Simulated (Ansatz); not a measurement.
Calculated ¹²¹Sb NMR of the central transition for Cs6AlSb3

Cell: a COD entry whose atoms were relaxed with PBE, the cell held.

Space group P2_1/m (No. 11); a = 10.8446, b = 6.5069, c = 12.7074 Å, β = 100.95°.

| site | Wyckoff | site symmetry | x | y | z |
| --- | --- | --- | --- | --- | --- |
| Cs1 | 2e | m | 0.6195 | 0.2500 | 0.1748 |
| Cs3 | 2e | m | 0.2549 | 0.2500 | 0.2831 |
| Cs5 | 2e | m | 0.9575 | 0.2500 | 0.4223 |
| Cs7 | 2e | m | 0.5978 | 0.2500 | 0.8653 |
| Cs9 | 2e | m | 0.6311 | 0.2500 | 0.5186 |
| Cs11 | 2e | m | 0.9470 | 0.2500 | 0.0521 |
| Al | 2e | m | 0.8248 | 0.7500 | 0.2209 |
| Sb15 | 2e | m | 0.6885 | 0.7500 | 0.3764 |
| Sb17 | 2e | m | 0.0720 | 0.7500 | 0.2683 |
| Sb19 | 2e | m | 0.7124 | 0.7500 | 0.0173 |

One atom of each set is listed.

The numbers come from a DFT calculation in Ansatz (r2SCAN, plane waves and PAW (field gradients read without the response of the frozen cores, which leaves them typically 4 to 6 % off), scalar-relativistic, 500 eV cutoff, Γ-centred 3×5×3 k-points, Fermi–Dirac smearing 0.02 eV).

¹²¹Sb has I = 5/2 and Q = -543.0 mb (Pyykkö 2018); at 14.1 T its Larmor frequency is ν₀ = 144.6 MHz (from the bare nuclear moment; shielding lowers the observed one by a per cent or two). Only the quadrupole interaction is simulated: positions count from each site's isotropic chemical shift, and shift anisotropy, dipolar and J coupling are left out.

Task: Give C_Q, η, the quadrupolar product P_Q = |C_Q|(1 + η²/3)^½, the second-order isotropic shift and the breadth of the pattern (static powder) for each Sb site.

Result: 

| site | first shell | C_Q (MHz) | η | P_Q (MHz) | δ_QIS (ppm) | breadth (kHz) |
| --- | --- | --- | --- | --- | --- | --- |
| Sb15 | 1 Al at 2.68 Å | -150 | 0.82 | 166 | -7899 | 8502 |
| Sb17 | 1 Al at 2.63 Å | 178 | 0.65 | 190 | -10330 | 10830 |
| Sb19 | 1 Al at 2.64 Å | 187 | 0.92 | 212 | -12877 | 13944 |

δ_QIS = −(ν_Q²/30ν₀²)[I(I+1) − 3/4](1 + η²/3) × 10⁶ ppm with ν_Q = 3|C_Q|/[2I(2I−1)]; it falls as 1/B₀² in ppm, and the breadth as 1/B₀ in kHz.

With ν_Q/ν₀ up to 0.19, terms beyond second order are no longer negligible.

Without spin–orbit coupling (the program notes it for Sb) the gradients can shift somewhat, as the gap is small.

Hardware: 1 thread of AMD EPYC (Zen 3) (x86_64; 62 cores open to the job, memory cap 3.0 GiB, no GPU), a shared host with a load of 0.9 a core. Wall time 12 min, CPU time 11 min, peak memory 2.6 GiB.
